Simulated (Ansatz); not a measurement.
Slab of bcc Mo (111), 5 layers

The slab is cut from the bcc crystal, the stable phase, as relaxed on PAW files (15.07 Å³/atom), with 16 Å of vacuum and a dipole correction:

```
Mo
1.0
     4.40066    0.00000    0.00000
    -2.20033    3.81108    0.00000
     0.00000    0.00000   19.59310
Mo
5
Direct
  0.83333 0.16667 0.40831
  0.16667 0.83333 0.45415
  0.50000 0.50000 0.50000
  0.83333 0.16667 0.54585
  0.16667 0.83333 0.59169
```

Computed with Ansatz 0.2.0; functional LDA, scalar-relativistic. Settings: a Γ-centred 9×9×1 k mesh, Fermi–Dirac smearing of 0.1 eV, no spin polarisation. Methods: LAPW: all electrons, basis error target 1 meV/atom; PAW: frozen-core files, cutoff 420 eV.

The bulk energy comes from a cell in the slab's orientation on a 9×9×12 mesh. The surface energy is (E(slab) − N·E(bulk))/2A at zero smearing, the mean of both faces; thin slabs carry quantum-size effects.

The PAW files were made under PBE.

As cut, the LAPW slab lies 8.245 eV above 5 atoms of bulk. What surface energy is that?

Over two faces of 16.77 Å² it is 245.8 meV/Å², and times 16.02 J/m² per eV/Å² that gives γ = 3.938 J/m².

What do relaxation and the other method give, and what work function comes out?



| method | γ as cut (J/m²) | γ relaxed (J/m²) | Φ as cut (eV) | Φ relaxed (eV) |
| --- | --- | --- | --- | --- |
| LAPW | 3.938 | 3.457 | 4.04 | 4.07 |
| PAW | 3.939 | 3.456 | 4.04 | 4.07 |

How do the spacings between the planes relax?

From the bottom face up: d12 -21.7 % of 0.898 Å, d23 -7.0 % of 0.898 Å, d34 -7.0 % of 0.898 Å, d45 -21.7 % of 0.898 Å.

What changes if relativity is switched off, at the same positions?

LAPW then gives: no gap, work function 4.02 eV.

What changes if the vacuum is set to 9 Å?

LAPW then gives: no gap, work function 4.05 eV; PAW: no gap, work function 4.04 eV. The program warns that the vacuum is too thin.

A 3d core hole is made on one atom of each kind in every 1×1 cell (PAW hole dataset, neutral cell, valence without spin). What does it cost by layer?

layer 1 226.97 eV, layer 2 227.15 eV, layer 3 227.37 eV. Shifts between layers mean more than the absolute values, and a whole layer of holes screens otherwise than one hole.
